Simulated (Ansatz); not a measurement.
Consider the following.

Starting cell, CaO (rock salt):

```xyz
4
Lattice="0.0000 4.7948 4.7948 2.3974 2.3974 4.7948 2.3974 2.3974 0.0000" Properties=species:S:1:pos:R:3 pbc="T T T"
O      0.0000     0.0000     0.0000
O      2.3974     4.7948     2.3974
Ca     2.3974     2.3974     2.3974
Ca     2.3974     4.7948     4.7948
```

A phonon eigenvector at X = (0.5, 0.5, 0.0) is frozen into this cell: atom i moves by Q times the vector below, so Q is the largest atomic displacement, in Å. The cell is held. It is one choice among 2 degenerate patterns. (q is in reciprocal vectors of the primitive cell; the cell shown is doubled to hold the pattern.)

```json
[
 {"atom": "O1", "x": "0.000", "y": "0.610", "z": "0.000"},
 {"atom": "O2", "x": "0.000", "y": "-0.610", "z": "0.000"},
 {"atom": "Ca3", "x": "0.000", "y": "-1.000", "z": "0.000"},
 {"atom": "Ca4", "x": "0.000", "y": "1.000", "z": "0.000"}
]
```

Level of theory: r2SCAN (plane waves to 500 eV, PAW, scalar-relativistic; Ansatz, a quantum-chemistry and plane-wave program). k mesh 12×12×12 (Γ-centred), Fermi-Dirac smearing 0.05 eV. The energy includes the smearing's −TS. CaO was relaxed with its symmetry unable to fall. ΔE is measured from the undisplaced structure.

The scan covers Q from -0.100 to 0.100 Å in 13 points.

Problem. Which space group does the distorted structure have?

Solution. Cmcm (No. 63), lowered from Fm-3m.

Problem. What is the energy change at Q = 0.100 Å?

Solution. 70.2 meV/cell.

Problem. What harmonic wavenumber does the curvature at Q = 0 give?

Solution. 204 cm⁻¹.

(A displaced cell: forces are minus the slopes of the energy, force constants its curvatures, and phonons follow from these.)
